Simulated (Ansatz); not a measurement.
# Ga: reading a single point

```yaml
crystal:
  lattice:
    - [0.00000, 2.80496, 2.80496]
    - [2.80496, 0.00000, 2.80496]
    - [2.80496, 2.80496, 0.00000]
  atoms:
    - { symbol: Ga, position: [0.00000, 0.00000, 0.00000] }
    - { symbol: Ga, position: [0.25000, 0.25000, 0.25000] }
```

Level: r2SCAN, no spin polarisation; 500 eV; 10×10×10 Γ-centred mesh; fermi-dirac occupations (width 0.0143 eV); Ansatz 0.2.0, fixed geometry.

Question: What do density and ELF say about some of the short contacts?

Answer: Ga–Ga at 2.43 Å: least valence density 0.40 e/Å³ and ELF 0.55 there. These are pseudo-fields; inside the PAW spheres they differ from the all-electron ones.

Question: What does the stress say?

Answer: The pressure is 4.5 GPa (compression positive), so with the atoms held at these fractions the cell would first expand.

Question: Metal or insulator?

Answer: It is a metal, with about 1.2 states/eV a cell as the mean within 0.25 eV of the Fermi level, mostly Ga p (92 %).

Origin: a known structure type with other elements, at an estimated volume, so it need not be a known compound.
